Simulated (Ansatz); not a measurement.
In DFT-PBE+D3(BJ) in the program Ansatz with PAW potentials, GeSe in the orthorhombic phase (Pmn2_1; Ge on 2a, Se on 2a) relaxes to a = 3.932 Å, b = 5.771 Å, c = 4.259 Å. Against the elements it lies at -0.27 eV/atom, with no fitted shifts.

It is gapped at this level: 0.53 eV (indirect). Electrons at the band edge weigh 0.26, 0.35, 0.45 mₑ (principal values). The hole mass is 0.13, 0.31, 2.9 mₑ (principal values).

The start of the workflow was typed in or built on a structure type; neither database checked (COD, Materials Project) lists it. It is not the phase usual at ambient conditions (space group No. 62). The PBE+D3(BJ) relaxation kept the symmetry of its start; its stability against distortions is not shown here. The volume moved by -20 % from the start of the relaxation. The references are the lowest solids computed at this level, not always the standard phases. Scalar-relativistic: spin–orbit coupling is off unless named, which matters more the heavier the elements.

Potentials: the earlier of the program's two PAW sets.
